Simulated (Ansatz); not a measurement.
SrO:
```
CELL_PARAMETERS angstrom
      4.26269     0.00000     0.00000
     -2.13134     3.69159     0.00000
      0.00000     0.00000     5.13832
ATOMIC_POSITIONS crystal
  Sr 0.33333 0.66667 0.75000
  Sr 0.66667 0.33333 0.25000
  O  0.33333 0.66667 0.25000
  O  0.66667 0.33333 0.75000
```

Relaxed with HSE06. Special points in fractions of this cell's reciprocal vectors: Γ (0.000, 0.000, 0.000); M (0.500, 0.000, 0.000); K (0.333, 0.333, 0.000); A (0.000, 0.000, 0.500); L (0.500, 0.000, 0.500); H (0.333, 0.333, 0.500).

List the band energies nearest the valence-band maximum at these points for the program Ansatz at the HSE06 level (PAW).

In eV from the valence-band maximum; about four levels below and three above (degenerate sets whole), none deeper than 8.9 eV; points with the same levels are listed once.

```tsv
k	below	above
Γ	-0.91 -0.91 -0.33 0.00	4.02 7.83 7.83
M	-0.36 -0.35 -0.33 -0.26	5.75 6.36 6.70
K	-0.40 -0.35 -0.35 -0.05	5.12 5.20 9.00
A	-1.11 -1.11 -1.11 -1.11	5.77 5.77 9.71 9.71 9.71 9.71
L	-0.92 -0.92 -0.42 -0.42	6.42 6.42 9.16 9.16
H	-0.88 -0.88 -0.37 -0.37	5.84 5.84 9.33 9.33
```

Space group P6_3/mmc. The first step of the workflow began from a Materials Project structure, measured or hypothetical; the Crystallography Open Database copy checked does not list it. It is not the phase usual at ambient conditions (space group No. 225). The HSE06 relaxation kept the symmetry of its start; its stability against distortions is not shown here. The hybrid was solved on a coarse mesh, the path and, where they were found, the r²SCAN edge points; its band edges are the extreme levels among these. Spin–orbit coupling is left out wherever it is not named.

Potentials: the later of the program's two PAW sets.
